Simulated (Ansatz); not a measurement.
**KNi, all-electron reference calculation**

This is model KNi built from an hcp lattice with alternating layers and then distorted, one atom being moved towards a neighbour.

Method: DFT, PBE, all-electron full-potential LAPW, scalar-relativistic, point nucleus (Ansatz 0.2 development build). Brillouin zone: 3×3×2 (shift 0.0, 0.0, 0.5 mesh steps), Fermi–Dirac smearing of 0.15 eV; a denser mesh would shift the values. In metals such a mesh can move stress, forces and moments by their own size. The run is spin-unpolarised. So it leaves out the moments that atoms of Ni often carry.

Lattice vectors (Å):
```
 3.0922  0.0587 -0.0761
-1.4952  2.7052  0.1151
-0.1243  0.1453  5.0155
```

| atom | x | y | z (fractional) |
| --- | --- | --- | --- |
| Ni1 | 0.5901 | 0.4653 | 0.9210 |
| K2 | 0.0471 | 0.2255 | 0.4594 |

Question: Give the forces on the atoms and the pressure.

Answer: 
```tsv
atom	Fx (eV/Å)	Fy (eV/Å)	Fz (eV/Å)
Ni1	0.108	0.088	0.687
K2	-0.108	-0.088	-0.687
```

Stress (GPa; xx, yy, zz, yz, xz, xy; compression positive): 1.92, -0.47, 4.73, 0.19, 0.83, 0.56.

```yaml
All-electron_free_energy_E_−_TS_its_zero_hangs_on_the_relativistic_scheme_and_nucleus: -57765.613 eV
Pressure: 2.06 GPa
Largest_force: 0.701 eV/Å
```

Question: The same cell and mesh under PBE (spin-polarised): what changes? Collinear spin, started from moments of 2, 0 μB in the order of the atoms; one start, so the state needn't be the lowest.

Answer: Against PBE without spin, the pressure goes up by 0.04 GPa to 2.10 GPa, and the forces move by 0.007 eV/Å (r.m.s. over the atoms). The free energy drops by 16.4 meV an atom. The total moment is 0.54 μB and the absolute moment is 0.73 μB.
